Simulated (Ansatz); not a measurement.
A geometry of Li away from equilibrium: step 2 of the relaxation of a relaxed Li cell displaced along its unstable phonon at q = (½, ½, 0) of its primitive reciprocal cell (226i cm⁻¹), largest move 0.15 Å. Method: r2SCAN (plane waves to 500 eV, PAW, scalar-relativistic; Ansatz, a first-principles code). Γ-centred k-mesh 10×10×10 on the run's cell (coarser than for final values), Fermi–Dirac smearing 0.05 eV.

```yaml
crystal:
  lattice:
    - [-0.01581, 5.91161, 5.90996]
    - [2.94790, 2.94790, 5.90996]
    - [2.94790, 2.94790, 0.00000]
  atoms:
    - { symbol: Li, position: [0.92292, 0.32420, 0.22446] }
    - { symbol: Li, position: [0.57708, 0.17004, 0.28130] }
    - { symbol: Li, position: [0.07708, 0.92580, 0.96870] }
    - { symbol: Li, position: [0.42292, 0.07996, 0.02554] }
```

Task: Give the Cartesian forces on all atoms (eV/Å).

Result: 
| atom | Fx | Fy | Fz |
|---|---|---|---|
| Li1 | 0.16 | -0.35 | -0.09 |
| Li2 | -0.16 | 0.35 | -0.09 |
| Li3 | -0.35 | 0.16 | 0.09 |
| Li4 | 0.35 | -0.16 | 0.09 |

Task: What is the pressure?

Result: -0.1 GPa, compression positive.

No spin polarisation in the result.

The run could not lose the symmetry of its start, so the end can be a saddle point.

The end of the path is a generated cell of Li: the first start was made by placing the elements on the sites of a structure type, and the end was not matched to a known phase here, so it may be hypothetical. Known forms of Li include space group No. 229.
